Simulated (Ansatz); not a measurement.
Polymorphs of CdSe, each relaxed with plane-wave PAW HSE06 (Ansatz code):

A: zinc blende (F-43m)
a = b = c = 6.1445 Å, α = β = γ = 90.00°

```json
[
 {"atom": "Se", "site": "4c", "symmetry": "-43m", "x": "0.2500", "y": "0.2500", "z": "0.2500"},
 {"atom": "Cd", "site": "4a", "symmetry": "-43m", "x": "0.0000", "y": "0.0000", "z": "0.0000"}
]
```

B: rock salt (Fm-3m)
a = b = c = 5.6877 Å, α = β = γ = 90.00°

| atom | site | symmetry | x | y | z |
|---|---|---|---|---|---|
| Cd | 4b | m-3m | 0.5000 | 0.5000 | 0.5000 |
| Se | 4a | m-3m | 0.0000 | 0.0000 | 0.0000 |

Problem. Rank these by energy per atom at 0 K (lowest first), as HSE06 gives it.

Solution. A (+0 meV/atom), B (+157 meV/atom)

Problem. Give each one's gap.

Solution. A 1.47 eV; B 0.34 eV.

Not the usual ambient phase: B. All cells were relaxed under the symmetry of their starts (and spin orders); stability against distortions was not tested throughout. Spin–orbit coupling is left out wherever it is not named.

Potentials: the later of the program's two PAW sets.
